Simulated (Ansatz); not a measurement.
BW:
```
CELL_PARAMETERS angstrom
      1.57713    -4.22311     0.00000
      1.57713     4.22311     0.00000
      0.00000     0.00000     3.08151
ATOMIC_POSITIONS crystal
  B  0.56131 0.43869 0.75000
  B  0.43869 0.56131 0.25000
  W  0.85524 0.14476 0.75000
  W  0.14476 0.85524 0.25000
```

Relaxed with PBEsol. Special points in fractions of this cell's reciprocal vectors: Γ (0.000, 0.000, 0.000); Y (-0.500, 0.500, 0.000); C0 (-0.285, 0.715, 0.000); Σ0 (0.285, 0.285, 0.000); Z (0.000, 0.000, 0.500); A0 (0.285, 0.285, 0.500); E0 (-0.285, 0.715, 0.500); T (-0.500, 0.500, 0.500); S (0.000, 0.500, 0.000); R (0.000, 0.500, 0.500).

Q: List the band energies nearest the Fermi level at these points for PBEsol with spin–orbit coupling (plane waves, PAW; program Ansatz).

A: In eV from the Fermi level; about four levels below and three above (degenerate sets whole), none deeper than 8.9 eV; points with the same levels are listed once.

```
k                     below                above
--  -----------------------  -------------------
Γ   -1.43 -1.43 -0.74 -0.74  0.03 0.03 1.16 1.16
Y   -0.71 -0.71 -0.35 -0.35  0.67 0.67 1.21 1.21
C0  -1.53 -1.53 -0.63 -0.63  1.40 1.40 2.32 2.32
Z   -3.86 -3.86 -3.86 -3.86  2.12 2.12 2.12 2.12
A0  -3.15 -3.15 -2.98 -2.98  1.52 1.52 1.58 1.58
T   -0.01 -0.01 -0.01 -0.01  2.60 2.60 2.60 2.60
S   -0.66 -0.66 -0.02 -0.02  1.38 1.38 1.52 1.52
R   -3.23 -3.23 -3.23 -3.23  2.22 2.22 2.22 2.22
```

Space group Cmcm. The first step of the workflow began from a Materials Project structure, measured or hypothetical; the Crystallography Open Database copy checked does not list it. COD files the formula under space group No. 141. Whether it is the stable phase at ambient conditions was not checked. The cell was relaxed with PBEsol under the symmetry of its start; whether a distortion lowers the energy is not shown. No spin polarisation was allowed.

Potentials: the later of the program's two PAW sets.
